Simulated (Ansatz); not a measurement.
input.yaml

```yaml
crystal:
  lattice:
    - [-4.818747, 4.813431, -1.645835]
    - [-4.800518, -1.634081, 4.794765]
    - [1.652434, 4.820566, 4.820111]
  atoms:
    - { symbol: Al, position: [0.5007751914, 0.4986561082, 0.0022127741] }
    - { symbol: Al, position: [0.6064536915, 0.0963417833, 0.102424352] }
    - { symbol: Al, position: [0.7090286074, 0.20409053, 0.6949759165] }
    - { symbol: Al, position: [0.2913231889, 0.3019924101, 0.7993032072] }
    - { symbol: Al, position: [0.3937081149, 0.898723288, 0.9034816525] }
    - { symbol: Mo, position: [0.9950861284, 0.001135688, 0.9915405957] }
    - { symbol: Mo, position: [0.9954561626, 0.4928233117, 0.5080999324] }
    - { symbol: Mo, position: [0.8986443095, 0.9029295417, 0.4015628541] }
    - { symbol: Mo, position: [0.5988375111, 0.5997321463, 0.6086577535] }
    - { symbol: Mo, position: [0.7942471057, 0.7999099727, 0.8047219859] }
    - { symbol: Mo, position: [0.8924731427, 0.4021281142, 0.9016035979] }
    - { symbol: Ta, position: [0.0998501514, 0.5949429897, 0.0956754033] }
    - { symbol: Ta, position: [0.2052907992, 0.19523022, 0.1927575413] }
    - { symbol: Ta, position: [0.7015387899, 0.7008119743, 0.2064194711] }
    - { symbol: Ta, position: [0.8102138449, 0.2994828543, 0.2960785152] }
    - { symbol: Ta, position: [0.2962653987, 0.8017268423, 0.2975570948] }
    - { symbol: Ta, position: [0.4050254522, 0.4001958392, 0.4066959338] }
    - { symbol: Ta, position: [0.508164809, 0.9891946438, 0.5070709196] }
    - { symbol: Ta, position: [0.1021975678, 0.0975040879, 0.5956745082] }
    - { symbol: Ta, position: [0.197718789, 0.6976154288, 0.6942054439] }
basis:
  ecutwfc: 500
kpoints:
  mp_grid: { grid: [4, 5, 5] }
hamiltonian:
  xc: r2scan
scf:
  occupations: { method: gaussian, width: 0.1 }
  n_extra_bands: 10
output:
  forces: true
  stress: true
  eigenvalues: true
  populations: true
  dos:
    method: { smearing: { sigma: 0.1, scheme: gaussian } }
    projected: true
    de: 0.02
```

Run as
```bash
ansatz run input.yaml --threads 4 --pin off --max-ram 9216MiB --backend cpu --events-out ev --progress --plain --runs-dir out
```

Computed with DFT r2SCAN, scalar-relativistic, plane waves, PAW in Ansatz.

From the run's log, abridged (final results; tables in files aren't shown):

```
SCF 1 converged in 10 iterations: F = -122008.881262 eV  dr2 = 8.56e-8
SCF converged after 10 iterations
Free energy (F): -122008.881262 eV
Harris-Foulkes:  -122008.881262 eV  (|F-HF|=6.99e-8)
Internal energy: -122008.819127 eV  (E = F + TS)
E sigma→0 (E₀):  -122008.850194 eV
Entropy (-TS):   -0.062135 eV (-3.107 meV/atom)
Fermi energy:    16.861016 eV
--- Per-component energies (eV) ---
  E_band       = -1804.463448
  E_kinetic    = 6067.107915
  E_local      = -14146.941844  (includes V_loc(G=0)·N_el)
  E_nonlocal   = 1040.457954
  E_hartree    = 5347.176819
  E_xc         = -3098.064073
  E_vxc        = -3696.837331  (∫ρ·V_xc dr)
  E_paw        = -97478.685360  (= ΣΔE_a)
  E_vpaw       = -1971.785369  (= ΣTr[D̂ρ^β])
  E_aug_tail   = 0.000740  (compensation charges beyond the density's cutoff)
  E_vtau       = 209.175635  (kinetic-family band-sum trace: ∫τ·v_τ [+ j·A + Jᵃ·Aᵃ] dr)
  E_ewald      = -19731.436992
  E_core_change = -8.434285  (= ΣΔE_core)
  E_smearing   = -0.062135  (= −TS)
--- Forces (eV/Å), atoms counted from 1 ---
  atom   1  Al    -0.00996989    -0.00314258     0.00344031
  atom   2  Al     0.00088180     0.01259996    -0.00507849
  atom   3  Al     0.01897450    -0.01337316     0.01237730
  atom   4  Al     0.00105028    -0.01178845    -0.00385127
  atom   5  Al    -0.00221559     0.00130672    -0.01435831
  atom   6  Mo    -0.01164832     0.00185930     0.02984763
  atom   7  Mo     0.03454645     0.01601245     0.00220367
  atom   8  Mo    -0.01894839    -0.01656609    -0.07057802
  atom   9  Mo     0.04342708    -0.04328158     0.01772060
  atom  10  Mo     0.00133716    -0.00750701     0.05406974
  atom  11  Mo    -0.04396062     0.03775126    -0.05699025
  atom  12  Ta    -0.01438027    -0.02787784     0.00082734
  atom  13  Ta    -0.02287611    -0.01546370    -0.02616101
  atom  14  Ta     0.01815769    -0.06644862     0.03528508
  atom  15  Ta     0.01071044    -0.00509294     0.00700529
  atom  16  Ta    -0.00353154     0.02168510    -0.02857614
  atom  17  Ta     0.01082595     0.00255273    -0.03604865
  atom  18  Ta    -0.05670968     0.04580968     0.02618408
  atom  19  Ta     0.00357794    -0.01571235     0.03738895
  atom  20  Ta     0.04069756     0.08653932     0.01520789
--- Stress (GPa, compression-positive) ---
       -0.076617      -0.121034      -0.065071
       -0.121034       0.013570       0.204685
       -0.065071       0.204686       0.121940
  P = ⅓ Tr σ = 0.0196 GPa (0.196 kbar)
--- Band table (eV; the first three rows and the last of 51) ---
  k-point 0: bands = ["-52.2988", "-52.2752", "-52.2504", "-52.2252", "-52.1825", "-52.1718", "-52.1567", "-52.0351", "-51.9760", "-45.7728", "-45.6908", "-45.6507", "-45.6112", "-45.5714", "-45.4956", "-19.4641", "-19.4398", "-19.4032", "-19.3465", "-19.2429", "-19.1929", "-19.1834", "-19.1524", "-19.1261", "-19.0942", "-19.0595", "-18.9937", "-18.9565", "-18.9036", "-18.8667", "-18.8151", "-18.7488", "-18.6747", "-18.5488", "-18.5363", "-18.4740", "-18.4514", "-18.3507", "-18.3405", "-18.2966", "-18.2444", "-18.1906", "-18.1546", "-18.1356", "-18.1166", "-18.0735", "-18.0324", "-18.0227", "-17.9816", "-17.9601", "-17.9528", "-17.8835", "-17.8770", "-17.8137", "-17.7567", "-17.7262", "-17.6 ...
  k-point 1: bands = ["-52.2984", "-52.2755", "-52.2503", "-52.2251", "-52.1840", "-52.1706", "-52.1569", "-52.0350", "-51.9759", "-45.7716", "-45.6934", "-45.6509", "-45.6095", "-45.5715", "-45.4955", "-19.4726", "-19.4265", "-19.3895", "-19.3377", "-19.2540", "-19.2159", "-19.1891", "-19.1621", "-19.1304", "-19.0744", "-19.0552", "-19.0009", "-18.9637", "-18.8968", "-18.8541", "-18.8214", "-18.7508", "-18.6807", "-18.5456", "-18.5279", "-18.4794", "-18.4433", "-18.3486", "-18.3325", "-18.2939", "-18.2506", "-18.2124", "-18.1645", "-18.1317", "-18.0995", "-18.0721", "-18.0459", "-18.0164", "-17.9859", "-17.9613", "-17.9256", "-17.8900", "-17.8685", "-17.8149", "-17.7581", "-17.7290", "-17.6 ...
  k-point 2: bands = ["-52.2976", "-52.2759", "-52.2502", "-52.2248", "-52.1861", "-52.1691", "-52.1573", "-52.0349", "-51.9758", "-45.7695", "-45.6976", "-45.6511", "-45.6070", "-45.5716", "-45.4955", "-19.4841", "-19.4107", "-19.3498", "-19.3238", "-19.2834", "-19.2403", "-19.1973", "-19.1626", "-19.1310", "-19.0929", "-19.0556", "-19.0046", "-18.9736", "-18.8672", "-18.8453", "-18.8118", "-18.7698", "-18.6917", "-18.5448", "-18.5155", "-18.4798", "-18.4301", "-18.3445", "-18.3245", "-18.2819", "-18.2601", "-18.2396", "-18.1704", "-18.1259", "-18.0916", "-18.0716", "-18.0587", "-18.0154", "-17.9900", "-17.9586", "-17.9028", "-17.8928", "-17.8482", "-17.8182", "-17.7582", "-17.7338", "-17.6 ...
  k-point 50: bands = ["-52.2925", "-52.2782", "-52.2533", "-52.2240", "-52.1866", "-52.1693", "-52.1571", "-52.0386", "-51.9724", "-45.7626", "-45.7120", "-45.6439", "-45.6068", "-45.5718", "-45.4952", "-19.5204", "-19.3640", "-19.3453", "-19.3069", "-19.2833", "-19.2604", "-19.2054", "-19.1687", "-19.1183", "-19.0894", "-19.0624", "-19.0107", "-18.9656", "-18.8747", "-18.8588", "-18.8088", "-18.7475", "-18.7008", "-18.5482", "-18.5251", "-18.4672", "-18.4010", "-18.3743", "-18.3023", "-18.2858", "-18.2696", "-18.2344", "-18.1971", "-18.1531", "-18.1021", "-18.0885", "-18.0400", "-18.0198", "-17.9811", "-17.9652", "-17.8873", "-17.8522", "-17.8287", "-17.8024", "-17.7534", "-17.7164", "-17. ...
--- Löwdin populations: 20 sites ---
  site symbol q [e]
     0     Al      3.2643
     1     Al      3.2700
     2     Al      3.2972
     3     Al      3.2733
     4     Al      3.2610
     5     Mo     13.8948
     6     Mo     13.9098
     7     Mo     13.9219
     8     Mo     14.0021
     9     Mo     13.9321
    10     Mo     13.9219
    11     Ta     12.7314
    12     Ta     12.8381
    13     Ta     12.7002
    14     Ta     12.7138
    15     Ta     12.8203
    16     Ta     12.7093
    17     Ta     12.7221
    18     Ta     12.7100
    19     Ta     12.7070
  spilling = 0.006478 (of n_electrons = 216.000000)
```

The calculation finished and met its thresholds.

Time: 3.4 min on 4 threads of Arm Neoverse V2, with other jobs on the host, peak memory 2.9 GiB.

Spin–orbit coupling is left out, which can shift energies with elements as heavy as these.